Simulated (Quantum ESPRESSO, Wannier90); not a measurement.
**Tight-binding from DFT: LiH (rock salt)**

```
begin unit_cell_cart
ang
    0.0000000000    2.0086200000    2.0086200000
    2.0086200000    0.0000000000    2.0086200000
    2.0086200000    2.0086200000    0.0000000000
end unit_cell_cart
begin atoms_frac
Li   0.0000000000  0.0000000000  0.0000000000
H    0.5000000000  0.5000000000  0.5000000000
end atoms_frac
```

Materials Project entry mp-23703; symmetrised, unrelaxed at this level. COD (Crystallography Open Database) has an entry of this formula and space group (matched by these alone). Computed values, not measurements, from PBEsol: Quantum ESPRESSO (norm-conserving PseudoDojo potentials, cutoff 60 Ry, no spin polarisation, no spin-orbit coupling) on a Γ-centred 12×12×12 mesh, then Wannier90. Density: 14×14×14 mesh, cold smearing 0.01 Ry.

A tight-binding model is made by disentanglement and projection with no localisation steps (num_iter = 0), so the 5 orbitals stay atom-like: hydrogen-like Li: s;p; H: s, axes along x, y, z; frozen window up to 4.26 eV relative to the valence-band maximum. It follows pw.x to 18 meV rms for states up to 3.8 eV relative to the valence-band maximum. Matrix elements depend on this choice of orbitals and windows.

Task: What are the on-site energies relative to the valence-band maximum, and how fast do the hoppings decay?

Result: 
```tsv
atom	orbitals	energy (eV)
Li1	s	10.94
Li1	pz px py	12.09
H2	s	2.47
```

| distance of the centres (Å) | largest modulus (eV) |
|---|---|
| 2–3 | 2.5 |
| 3–4 | 0.085 |
| 4–5 | 0.85 |
| 5–6 | 0.030 |
| 6–7 | 0.053 |
| 7–8 | 0.0068 |
| 8–9 | 0.031 |
| 9–10 | 0.0027 |
| 10–11 | 0.0032 |
| 11–12 | 0.0023 |
| 12–13 | 0.0031 |
